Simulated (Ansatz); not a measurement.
The start is a generated trial cell of SnO2 in the AFLOW prototype A2B_oP12_62_2c_c (C37, as in Co2Si). The cell and all atomic positions are relaxed at zero pressure with r2SCAN (plane waves to 500 eV, PAW, scalar-relativistic; Ansatz, an electronic-structure program). The first steps use a coarse 4×5×3 k-mesh.

Initial structure:
```yaml
crystal:
  lattice:
    - [5.05617, 0.00000, 0.00000]
    - [0.00000, 3.84302, 0.00000]
    - [0.00000, 0.00000, 7.30872]
  atoms:
    - { symbol: O, position: [0.53800, 0.25000, 0.78200] }
    - { symbol: O, position: [0.03800, 0.25000, 0.71800] }
    - { symbol: O, position: [0.46200, 0.75000, 0.21800] }
    - { symbol: O, position: [0.96200, 0.75000, 0.28200] }
    - { symbol: O, position: [0.17400, 0.25000, 0.06200] }
    - { symbol: O, position: [0.67400, 0.25000, 0.43800] }
    - { symbol: O, position: [0.82600, 0.75000, 0.93800] }
    - { symbol: O, position: [0.32600, 0.75000, 0.56200] }
    - { symbol: Sn, position: [0.70200, 0.25000, 0.11100] }
    - { symbol: Sn, position: [0.20200, 0.25000, 0.38900] }
    - { symbol: Sn, position: [0.29800, 0.75000, 0.88900] }
    - { symbol: Sn, position: [0.79800, 0.75000, 0.61100] }
```

Question: How large is the pressure on the unrelaxed cell, and of which sign?

Answer: -24.5 GPa (negative: the cell is under tension).

Question: Which atoms feel the largest initial force, and how large is it?

Answer: 3.23 eV/Å, on O1, O2, O3, O4 (atoms numbered as listed).

Question: What symmetry does the relaxed structure have?

Answer: The space group goes from Pnma (No. 62) to I4₁/amd (No. 141); the end is anatase type, with 6 atoms in the primitive cell.

Question: By how much does the energy per atom fall from start to end?

Answer: 1.14 eV/atom.

Question: How does the volume change?

Answer: +14.9 %, from 11.83 to 13.60 Å³/atom.

Question: How do the shortest distances between atoms change?

Answer: The closest pairs of elements (up to four, under 3.6 Å), start → end: O–Sn 2.38 → 2.05 Å; O–O 2.57 → 2.56 Å; Sn–Sn 3.24 → 3.24 Å.

Question: What does it relax into? Give the structure.

Answer: 
Space group I4₁/amd, origin choice 1 (No. 141); a = 3.999 Å, b = 3.999 Å, c = 10.204 Å, α = 90.00°, β = 90.00°, γ = 90.00°

| atom | site | symmetry | x | y | z |
|---|---|---|---|---|---|
| O | 8e | 2mm. | 0.0000 | 0.0000 | 0.2036 |
| Sn | 4a | -4m2 | 0.0000 | 0.0000 | 0.0000 |
(The calculation used a cell of 6 atoms; values per cell refer to that cell.)

Final values are on a 9×9×9 k-mesh of the relaxed cell. No spin polarisation in the result.

The run could not lose the symmetry of its start.

The first start was generated by placing the elements on the sites of a structure type. Materials Project lists a structure of SnO2 in the same space group, I4₁/amd (No. 141); the sites were not compared with it, nor with measured phases. Known forms of SnO2 include space group No. 136.
